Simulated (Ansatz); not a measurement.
Input, command and steps of an Ansatz relaxation.

```yaml
crystal:
  lattice:
    - [-5.27493804, 5.27493804, -5.27493804]
    - [5.27493804, 5.27493804, 5.27493804]
    - [5.27493804, -5.27493804, -5.27493804]
  atoms:
    - { symbol: Mg, position: [0.2549392603, 0.0040800104, 0.7520691325] }
    - { symbol: Mg, position: [0.2504114295, 0.2473663172, 0.4957020561] }
    - { symbol: Mg, position: [0.7483337229, 0.2484464087, 0.001569815] }
    - { symbol: Ca, position: [0.9988739184, 0.2508724963, 0.7494257055] }
    - { symbol: Ca, position: [0.5106092052, 0.0013731841, 0.5028613331] }
    - { symbol: Ca, position: [0.7506669786, 0.5004142059, 0.7501456969] }
    - { symbol: Ca, position: [0.0012552662, 0.4983354565, 0.5026245836] }
    - { symbol: Ca, position: [0.7450919958, 0.9970223539, 0.2488139921] }
    - { symbol: Ca, position: [0.5020423179, 0.249821334, 0.2505231515] }
    - { symbol: Ca, position: [0.7494688983, 0.7552076761, 0.5001706593] }
    - { symbol: Ca, position: [0.002354331, 0.0033244426, 0.0050141084] }
    - { symbol: Ca, position: [0.2486740664, 0.4996516071, 0.2467015957] }
    - { symbol: Ca, position: [0.0047306461, 0.7529437778, 0.2529026161] }
    - { symbol: Ca, position: [0.500615994, 0.5003448387, 0.0019019134] }
    - { symbol: Ca, position: [0.2499907852, 0.7499028833, 0.9973836999] }
    - { symbol: Cu, position: [0.5010967923, 0.7536885074, 0.7502092759] }
  symmetry: { detect: false }
basis:
  ecutwfc: 420
kpoints:
  mp_grid: { grid: [2, 2, 2], shift: [0.5, 0.5, 0.5] }
hamiltonian:
  xc: pbe
scf:
  occupations: { method: gaussian, width: 0.1 }
  lower_state_search: "off"
output:
  forces: true
  stress: true
  eigenvalues: true
relax:
  adjacent_minimum: "off"
  f_tol: 0.04
  max_steps: 50
  cell: { stress_tol: 0.3 }
```

```bash
ansatz run input.yaml --threads 4 --pin off --max-ram 9216MiB --backend cpu --events-out ev --progress --plain --runs-dir out
```

Level of theory: DFT PBE, scalar-relativistic, plane waves, PAW (Ansatz 0.2.0).

Of 24 frames 10 are shown, positions in Å and forces in eV/Å; the SCF threshold varies from step to step. Steps run on the plane waves of an earlier cell, with a Pulay correction in the pressure. The basis is chosen afresh for the last frame, the zero of the energies, and at times for earlier ones too; energy and pressure can step there, also at an unchanged geometry. Where two frames share a geometry here, they differ by under 2 meV/atom and 0.3 GPa.

```xyz
16
Lattice="-5.2749 5.2749 -5.2749 5.2749 5.2749 5.2749 5.2749 -5.2749 -5.2749" Properties=species:S:1:pos:R:3:forces:R:3 pbc="T T T" step=1 free_energy_over_end_meV_per_atom=75.46 pressure_GPa=-0.33
Mg    2.6439   -2.6008   -5.2904   -0.0744    0.0001   -0.0659
Mg    2.5987    0.0109   -2.6309    0.0653    0.0131   -0.0197
Mg   -2.6286    5.2497   -2.6452   -0.0722   -0.0526    0.0323
Ca    0.0075    2.6392   -7.8988   -0.1453    0.0547   -0.2132
Ca   -0.0336    0.0481   -5.3388    0.4939   -0.5321   -0.0740
Ca    2.6369    2.6424   -5.2770    0.3011   -0.2638    0.2605
Ca    5.2734   -0.0160   -0.0292   -0.1311    0.4316   -0.1689
Ca    2.6414    7.8771    0.0164   -0.3242    0.3916    0.2250
Ca   -0.0090    2.6445   -2.6519   -0.0734    0.0227    0.1506
Ca    2.6686    5.2987   -2.6081    0.1217   -0.1988   -0.3088
Ca    0.0316    0.0035   -0.0213    0.0707   -0.1300    0.2875
Ca    2.6252    2.6460    0.0226    0.2874   -0.2565   -0.2882
Ca    5.2808    2.6626    2.6127    0.1426   -0.0212   -0.1313
Ca    0.0086    5.2700   -0.0115   -0.4077    0.1154    0.2421
Ca    7.8981    0.0132   -2.6241   -0.2178    0.3935    0.1262
Cu    5.2897    2.6616   -2.6249   -0.0367    0.0322   -0.0542
16
Lattice="-5.3276 5.2718 -5.0633 5.3997 5.3346 5.0539 5.2628 -5.2625 -4.9891" Properties=species:S:1:pos:R:3:forces:R:3 pbc="T T T" step=4 free_energy_over_end_meV_per_atom=39.81 pressure_GPa=0.03
Mg    2.6924   -2.6435   -5.0232   -0.0103   -0.0005    0.0169
Mg    2.5253   -0.0850   -2.4948   -0.0592   -0.0443    0.0140
Mg   -2.5578    5.3420   -2.5544    0.1182    0.0962    0.0163
Ca   -0.0577    2.6703   -7.5100    0.0259   -0.0057    0.0225
Ca    0.1791   -0.2314   -5.2509   -0.0230   -0.0595   -0.0659
Ca    2.7068    2.6133   -4.8502    0.0844    0.0021    0.0366
Ca    5.2942    0.2305   -0.1811   -0.0157    0.0179   -0.0078
Ca    2.6121    8.0748    0.1700   -0.0459    0.0128   -0.0179
Ca   -0.0672    2.6995   -2.5051    0.0052    0.0009   -0.0008
Ca    2.6807    5.3563   -2.5141   -0.0502    0.0885    0.0085
Ca    0.0569   -0.0338    0.1543   -0.0047   -0.0668    0.0243
Ca    2.7363    2.6148   -0.1742    0.0035   -0.0183    0.0046
Ca    5.3982    2.6926    2.5088   -0.0163   -0.0119    0.0441
Ca   -0.1031    5.3454    0.1774    0.0010    0.0564    0.0135
Ca    7.9919    0.1446   -2.4313    0.0781   -0.0888   -0.0270
Cu    5.2655    2.7442   -2.5829   -0.0911    0.0212   -0.0819
16
Lattice="-5.6038 5.4616 -4.7853 5.5863 5.4113 4.7525 5.4914 -5.4288 -4.6401" Properties=species:S:1:pos:R:3:forces:R:3 pbc="T T T" step=6 free_energy_over_end_meV_per_atom=27.13 pressure_GPa=0.24
Mg    2.9079   -2.7034   -4.6653   -0.0430    0.0110   -0.0567
Mg    2.4208   -0.3370   -2.3610    0.0734    0.0860    0.0247
Mg   -2.4270    5.7466   -2.4291   -0.0483   -0.0619    0.0200
Ca   -0.0609    2.7334   -6.9138   -0.0092   -0.0023    0.0523
Ca    0.2305   -0.4415   -5.1735    0.0394   -0.0624   -0.0573
Ca    2.8255    2.6365   -4.3645   -0.0415   -0.0472   -0.1052
Ca    5.5116    0.3483   -0.3643    0.0157    0.0815   -0.0139
Ca    2.5282    8.3452    0.3321   -0.0741    0.0034    0.1537
Ca   -0.1400    2.8304   -2.4060   -0.0262    0.0129   -0.0241
Ca    2.5622    5.6686   -2.3100    0.1039   -0.0833    0.0169
Ca    0.0593   -0.0693    0.3101   -0.0131   -0.0002   -0.0617
Ca    2.7977    2.5919   -0.3117    0.0247   -0.0334    0.0154
Ca    5.5662    2.6766    2.4021    0.0641    0.0184    0.0818
Ca   -0.1517    5.5374    0.3559   -0.0319    0.0078   -0.0578
Ca    8.5596   -0.1182   -2.2899   -0.0636    0.0538   -0.0438
Cu    5.1364    2.7940   -2.5902    0.0292    0.0160    0.0553
16
Lattice="-5.8487 5.5219 -4.7915 5.6739 5.3666 4.8109 5.6205 -5.5413 -4.5828" Properties=species:S:1:pos:R:3:forces:R:3 pbc="T T T" step=9 free_energy_over_end_meV_per_atom=15.94 pressure_GPa=-0.01
Mg    3.0636   -2.8336   -4.6340   -0.0031    0.0108   -0.0033
Mg    2.5485   -0.3642   -2.2353    0.0262    0.0307    0.0301
Mg   -2.4661    5.8361   -2.4511    0.0475   -0.0354   -0.0237
Ca   -0.3606    2.7251   -6.6109   -0.0437   -0.0348   -0.0226
Ca    0.3727   -0.7126   -5.3051   -0.0117    0.0061    0.0228
Ca    2.7509    2.5441   -4.4328   -0.0128   -0.0391   -0.0532
Ca    5.8053    0.5163   -0.4120   -0.0312    0.0729    0.0193
Ca    2.1176    8.4072    0.8139    0.0424   -0.0435    0.0539
Ca   -0.2231    2.8940   -2.5351   -0.0651    0.0145    0.0005
Ca    2.5979    5.5618   -2.0753    0.0208    0.0066   -0.0201
Ca   -0.0670    0.0640    0.2082    0.0059    0.0099    0.0091
Ca    2.7662    2.4611   -0.2414    0.0390   -0.0706   -0.0001
Ca    5.8334    2.6155    2.5635    0.0109   -0.0015   -0.0547
Ca   -0.3003    5.4596    0.3447   -0.0167    0.0091    0.0058
Ca    8.7724   -0.3495   -2.4189    0.0347    0.0333   -0.0208
Cu    4.9147    2.7354   -2.5889   -0.0435    0.0311    0.0571
16
Lattice="-5.7866 5.4616 -4.8131 5.6861 5.4007 4.8527 5.5462 -5.5012 -4.6123" Properties=species:S:1:pos:R:3:forces:R:3 pbc="T T T" step=11 free_energy_over_end_meV_per_atom=11.97 pressure_GPa=0.00
Mg    3.0507   -2.7749   -4.6978    0.0279   -0.0008   -0.0188
Mg    2.5212   -0.1968   -2.2336   -0.0214    0.0225    0.0044
Mg   -2.1721    5.6550   -2.4784    0.0186   -0.0577   -0.0017
Ca   -0.6418    2.7428   -6.5545   -0.0033    0.0131    0.0111
Ca    0.3936   -0.6571   -5.3684   -0.0099   -0.0264   -0.0052
Ca    2.7479    2.5171   -4.6658    0.0003    0.0133   -0.0203
Ca    5.8447    0.6387   -0.4757    0.0020   -0.0074   -0.0007
Ca    2.0474    8.3772    0.9825    0.0086   -0.0129    0.0229
Ca   -0.1315    2.7732   -2.5672   -0.0099    0.0302   -0.0169
Ca    2.6115    5.4077   -2.1006   -0.0041   -0.0433   -0.0024
Ca   -0.1059    0.0850    0.2169   -0.0159   -0.0108    0.0028
Ca    2.7388    2.4181   -0.0546    0.0038    0.0235    0.0407
Ca    5.9693    2.6642    2.5411    0.0264    0.0279    0.0124
Ca   -0.2354    5.4144    0.3755    0.0071    0.0119   -0.0278
Ca    8.8199   -0.2643   -2.4850   -0.0140    0.0038   -0.0169
Cu    4.6678    2.8568   -2.5097   -0.0164    0.0132    0.0166
16
Lattice="-5.5641 5.5251 -4.7945 5.4557 5.5159 4.8938 5.4135 -5.6244 -4.7432" Properties=species:S:1:pos:R:3:forces:R:3 pbc="T T T" step=14 free_energy_over_end_meV_per_atom=6.43 pressure_GPa=0.03
Mg    3.0861   -2.8594   -4.9141    0.0182   -0.0480   -0.0097
Mg    2.3942    0.0767   -2.2936    0.0632    0.0969    0.0210
Mg   -1.8407    5.5701   -2.4987   -0.0167    0.0097   -0.0091
Ca   -0.8871    2.7781   -6.5008   -0.0093   -0.0068   -0.0027
Ca    0.4802   -0.6838   -5.4982    0.0061    0.0207   -0.0046
Ca    2.7476    2.5470   -4.9921   -0.0168    0.0109   -0.0187
Ca    5.7066    0.6379   -0.5618    0.0169    0.0017    0.0141
Ca    1.8066    8.5110    1.2041   -0.0010    0.0001    0.0054
Ca    0.0294    2.7157   -2.6447    0.0027    0.0058    0.0013
Ca    2.4705    5.3087   -2.1183   -0.0251    0.0081    0.0024
Ca   -0.1739    0.0977    0.2430   -0.0056    0.0090   -0.0002
Ca    2.6052    2.4523    0.2237   -0.0086    0.0053    0.0112
Ca    5.9851    2.7846    2.5022   -0.0134   -0.0426    0.0046
Ca   -0.2356    5.4527    0.4358    0.0039    0.0135   -0.0099
Ca    8.6863   -0.2031   -2.7037    0.0030    0.0045   -0.0072
Cu    4.2817    2.8613   -2.4572   -0.0176   -0.0889    0.0022
16
Lattice="-5.4066 5.6394 -4.7896 5.2711 5.5905 4.8761 5.3448 -5.7260 -4.8144" Properties=species:S:1:pos:R:3:forces:R:3 pbc="T T T" step=16 free_energy_over_end_meV_per_atom=4.18 pressure_GPa=0.04
Mg    3.1155   -3.0497   -5.0214    0.0031    0.0186    0.0218
Mg    2.4024    0.2691   -2.2854    0.0002   -0.0099   -0.0196
Mg   -1.8174    5.6857   -2.5913   -0.0117   -0.0053    0.0000
Ca   -0.8977    2.8406   -6.5412    0.0377    0.0137    0.0161
Ca    0.5876   -0.6944   -5.5316    0.0360    0.0238    0.0027
Ca    2.7322    2.6474   -5.1420    0.0117   -0.0234    0.0250
Ca    5.5914    0.6077   -0.6045    0.0060   -0.0187    0.0068
Ca    1.6419    8.5850    1.2630   -0.0037    0.0140   -0.0134
Ca    0.0706    2.8036   -2.6881   -0.0141   -0.0001   -0.0199
Ca    2.4181    5.3648   -2.1421    0.0002    0.0298   -0.0120
Ca   -0.1416    0.0986    0.2640    0.0679    0.0137   -0.0040
Ca    2.5131    2.5673    0.2843   -0.0146   -0.0222   -0.0127
Ca    5.9100    2.8456    2.4459   -0.0201   -0.0265    0.0121
Ca   -0.3101    5.5305    0.4084   -0.0415   -0.0307   -0.0214
Ca    8.5848   -0.1815   -2.8293   -0.0014    0.0214    0.0185
Cu    4.0715    2.7409   -2.4514   -0.0558    0.0016    0.0001
16
Lattice="-5.2304 5.7903 -4.8291 5.1521 5.6858 4.8029 5.2381 -5.7641 -4.8106" Properties=species:S:1:pos:R:3:forces:R:3 pbc="T T T" step=19 free_energy_over_end_meV_per_atom=1.83 pressure_GPa=0.04
Mg    3.0961   -3.1421   -5.0057    0.0063   -0.0082    0.0194
Mg    2.3329    0.3399   -2.3539    0.0106   -0.0025   -0.0066
Mg   -1.8260    5.8568   -2.7646   -0.0159    0.0010   -0.0110
Ca   -0.7789    3.0041   -6.5845    0.0079    0.0135   -0.0047
Ca    0.6883   -0.6283   -5.5012    0.0103    0.0070    0.0011
Ca    2.7964    2.8092   -5.1935   -0.0106    0.0080   -0.0260
Ca    5.4515    0.6490   -0.6704    0.0146   -0.0047   -0.0076
Ca    1.5261    8.6609    1.2076    0.0026   -0.0079    0.0108
Ca    0.0945    2.9466   -2.7557    0.0041    0.0062   -0.0060
Ca    2.4437    5.5605   -2.2393   -0.0030    0.0062    0.0049
Ca    0.0184    0.1291    0.3093    0.0081    0.0010   -0.0034
Ca    2.4633    2.7380    0.2328   -0.0091   -0.0002    0.0159
Ca    5.8080    2.9050    2.3648    0.0099    0.0015    0.0040
Ca   -0.3581    5.5585    0.2886   -0.0189   -0.0193   -0.0013
Ca    8.4821   -0.0825   -2.8184   -0.0111   -0.0090    0.0013
Cu    3.8879    2.8164   -2.4433   -0.0058    0.0072    0.0091
16
Lattice="-5.1309 5.8954 -4.8358 5.0745 5.7538 4.7506 5.1874 -5.8102 -4.8071" Properties=species:S:1:pos:R:3:forces:R:3 pbc="T T T" step=21 free_energy_over_end_meV_per_atom=0.72 pressure_GPa=0.01
Mg    3.1064   -3.1837   -4.9861    0.0004   -0.0095   -0.0084
Mg    2.3038    0.3771   -2.3851    0.0057    0.0096    0.0104
Mg   -1.7733    5.9596   -2.8228   -0.0161   -0.0045   -0.0304
Ca   -0.7178    3.1093   -6.6029   -0.0024   -0.0009    0.0061
Ca    0.7304   -0.6090   -5.5046    0.0185    0.0140    0.0180
Ca    2.8070    2.8966   -5.2534    0.0260   -0.0015    0.0163
Ca    5.3971    0.6797   -0.7162   -0.0020    0.0024    0.0019
Ca    1.4761    8.7558    1.1815    0.0015   -0.0416   -0.0003
Ca    0.1219    3.0110   -2.7842    0.0147   -0.0013   -0.0008
Ca    2.4226    5.6841   -2.2636   -0.0008    0.0067    0.0066
Ca    0.0506    0.1083    0.3218   -0.0059    0.0102    0.0098
Ca    2.4182    2.7954    0.2362   -0.0101    0.0122   -0.0147
Ca    5.7624    2.9707    2.3109   -0.0071   -0.0058   -0.0028
Ca   -0.3860    5.6044    0.2497    0.0024    0.0078    0.0099
Ca    8.4122   -0.0492   -2.8494   -0.0072    0.0142   -0.0209
Cu    3.7938    2.9032   -2.4483   -0.0176   -0.0121   -0.0008
16
Lattice="-5.0704 5.9639 -4.8377 5.0173 5.7967 4.7237 5.1576 -5.8499 -4.8109" Properties=species:S:1:pos:R:3:forces:R:3 pbc="T T T" step=24 free_energy_over_end_meV_per_atom=0.00 pressure_GPa=0.01
Mg    3.1173   -3.2247   -4.9957    0.0031    0.0028   -0.0028
Mg    2.2820    0.4056   -2.3837    0.0013   -0.0046    0.0001
Mg   -1.7541    6.0220   -2.8755    0.0034   -0.0034   -0.0031
Ca   -0.6824    3.1656   -6.6093    0.0015   -0.0012    0.0023
Ca    0.7741   -0.5955   -5.5023    0.0032    0.0053   -0.0006
Ca    2.8295    2.9427   -5.2714    0.0025    0.0004   -0.0018
Ca    5.3576    0.6923   -0.7402    0.0006   -0.0010   -0.0019
Ca    1.4319    8.8013    1.1653    0.0024   -0.0096   -0.0016
Ca    0.1453    3.0589   -2.8053    0.0006   -0.0064   -0.0035
Ca    2.4016    5.7659   -2.2665    0.0089    0.0014    0.0048
Ca    0.0648    0.0948    0.3369   -0.0115   -0.0009    0.0050
Ca    2.3718    2.8397    0.2299    0.0021   -0.0013    0.0058
Ca    5.7186    3.0054    2.2695   -0.0006   -0.0002    0.0000
Ca   -0.4073    5.6386    0.2330   -0.0094    0.0020    0.0039
Ca    8.3672   -0.0325   -2.8866    0.0050    0.0109   -0.0015
Cu    3.7220    2.9367   -2.4434   -0.0130    0.0059   -0.0051
```

Time: 4 min on 4 threads of Arm Neoverse V2, on a shared host, peak memory 1.4 GiB.

The k mesh is coarse.